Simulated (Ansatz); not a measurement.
# LaAs: pressure against volume, fitted

```
CELL_PARAMETERS angstrom
0.00000 3.06250 3.06250
3.06250 0.00000 3.06250
3.06250 3.06250 0.00000
ATOMIC_POSITIONS crystal
La 0.00000 0.00000 0.00000
As 0.50000 0.50000 0.50000
```

Atoms are numbered in the order listed.

The cell is COD entry 9008656, as deposited and not checked against the literature; nothing was relaxed.

No spin–orbit coupling, which matters for the heavy atoms here.

These are results of DFT, PBEsol, all-electron LAPW, scalar-relativistic in Ansatz 0.2.0, not measurements.

Numerical set-up: a Γ-centred 12×12×12 k mesh, Fermi–Dirac smearing of 0.05 eV, basis error target 1 meV/atom, no spin polarisation.

The cell is scaled evenly. Fractional coordinates are held (clamped ions).

```json
{"V (Å³/atom)": "27.000", "P (GPa)": "4.36"}
{"V (Å³/atom)": "27.574", "P (GPa)": "2.58"}
{"V (Å³/atom)": "28.148", "P (GPa)": "0.97"}
{"V (Å³/atom)": "28.436", "P (GPa)": "0.22"}
{"V (Å³/atom)": "28.723", "P (GPa)": "-0.49"}
{"V (Å³/atom)": "29.010", "P (GPa)": "-1.16"}
{"V (Å³/atom)": "29.297", "P (GPa)": "-1.80"}
{"V (Å³/atom)": "30.446", "P (GPa)": "-4.05"}
```

(1) Fit a third-order Birch–Murnaghan curve to the pressures.

(2) Predict the pressure at the withheld volume, 29.872 Å³/atom.

## Answers

(1) P = (3B0/2)(y^(7/2) − y^(5/2))[1 + (3/4)(B0′ − 4)(y − 1)] with y = (V0/V)^(2/3) fits within 0.01 GPa for V0 = 28.524 Å³/atom, B0 = 71.0 GPa and B0′ = 4.10.

(2) There y = 0.9697, so the fit gives -2.98 GPa; the run gave -2.98 GPa.
